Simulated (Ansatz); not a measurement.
# What a trial cell of SrSn2O3 relaxes into

The calculation used DFT PBE, scalar-relativistic, plane waves, PAW (Ansatz). Cutoff 420 eV, Gaussian smearing, Γ-centred meshes. Cell and atoms relax first on a coarse mesh and then on a finer one. In between, the cell is made exact in the group found at 0.06 Å. In metals the finer mesh still leaves noise of several meV/atom or more. The steps can't lower the symmetry of their start. No spin polarisation.

The guess for SrSn2O3 was made by a generator: random cell by space group and Wyckoff sites (I4/mmm, No. 139). The dimensions are guesses.

```
Sr Sn O
1.0
    -3.38247    3.38247    3.01197
     3.38247   -3.38247    3.01197
     3.38247    3.38247   -3.01197
Sr Sn O
1 2 3
Direct
  0.00000 0.00000 0.00000
  0.75000 0.25000 0.50000
  0.25000 0.75000 0.50000
  0.50000 0.50000 0.00000
  0.50000 0.00000 0.50000
  0.00000 0.50000 0.50000
```

Energies over the elements count from the elements' standard structures at the same level (O₂ as a molecule), with no fitted energy shifts. The references include grey tin.

Task: Which structure results?

Result: The symmetry stays I4/mmm (No. 139). The volume per atom shrinks by 20.8 %, from 23.0 to 18.2 Å³. The shortest distance goes from 1.51 Å (Sn–O) to 2.35 Å (Sn–O). The ratio c/a of the conventional cell changes by a factor of 2.18. The energy falls by about 4.1 eV/atom (the start's value is from the coarse mesh). Conventional cell: a = 4.825 Å, c = 9.382 Å. Sr is surrounded by 4 O at 2.41 Å and 8 Sn at 3.36 Å; Sn is surrounded by 2 O at 2.35 Å, 4 O at 3.36 Å and 4 Sr at 3.36 Å; O on a site of symmetry 4/mmm has 4 O at 2.41 Å (long contacts); O on a site of symmetry mmm is surrounded by 2 Sn at 2.35 Å, 2 O at 2.41 Å and 2 Sr at 2.41 Å.

```
Sr Sn O
1.0
    -2.41264    2.41264    4.69099
     2.41264   -2.41264    4.69099
     2.41264    2.41264   -4.69099
Sr Sn O
1 2 3
Cartesian
  0.0000 0.0000 0.0000
  0.0000 2.4126 2.3455
  2.4126 0.0000 2.3455
  0.0000 0.0000 4.6910
  0.0000 2.4126 0.0000
  2.4126 0.0000 0.0000
```

Task: How does it come out in energy, and is it a metal?

Result:

* Formation energy: −0.49 eV/atom
* Gap on the 12×12×12 mesh of the 6-atom cell: 0 eV (a metal)

The last run used Gaussian smearing of 0.10 eV. A structure relaxed within its symmetry needn't be a true minimum. In all, the 4 runs took 9.7 min on 1 thread of AMD EPYC (Zen 3) (shared host). Another cell of SrSn2O3 relaxed alike, in P6mm, lies 1.00 eV/atom lower, so this cell isn't the stable form at this level.
